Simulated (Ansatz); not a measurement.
## Structures of InSe2: which is lowest?

Plane-wave DFT in Ansatz with scalar-relativistic PAW potentials, cutoff 420 eV, Γ-centred meshes chosen by cell and gap, Gaussian smearing with energies taken to zero width. Every cell was relaxed (cell and atoms) in a run of its own, within the symmetry of its start. Functional: PBE.

Relaxed structures (starts from databases or built by putting these elements on another compound's sites):
A. P6/mmm, 3 atoms in the computed cell, a = 4.768 Å, c = 3.918 Å; sites (symmetry × multiplicity) In 6/mmm × 1, Se -6m2 × 2; start: built
B. P4/nmm, 6 atoms in the computed cell, a = 3.887 Å, c = 9.733 Å; sites (symmetry × multiplicity) In 4mm × 2, Se -4m2 × 2 + 4mm × 2; start: database
C. Fd-3m, 6 atoms in the computed cell, a = 8.481 Å; sites (symmetry × multiplicity) In -43m × 8, Se .-3m × 16; start: built
D. P4_2/mnm, 6 atoms in the computed cell, a = 6.492 Å, c = 4.111 Å; sites (symmetry × multiplicity) In m.mm × 2, Se m.2m × 4; start: built

Rank them by energy. Could pressure change the order?

| structure | group | E − E(lowest) (meV/atom) | V (Å³/atom) | gap on mesh (eV) |
| --- | --- | --- | --- | --- |
| B | P4/nmm | 0.0 | 24.51 | 0.00 |
| D | P4_2/mnm | 105 | 28.88 | 0.00 |
| A | P6/mmm | 300 | 25.71 | 0.00 |
| C | Fd-3m | 373 | 25.42 | 0.00 |

B is lowest, 105 meV/atom under D. The lowest is also the densest of these, so pressure wouldn't bring one of the others in at first order. Other structures may lie lower than all of these, and vibrations aren't counted.

Spin polarisation was left out, and a magnetic state may lie lower.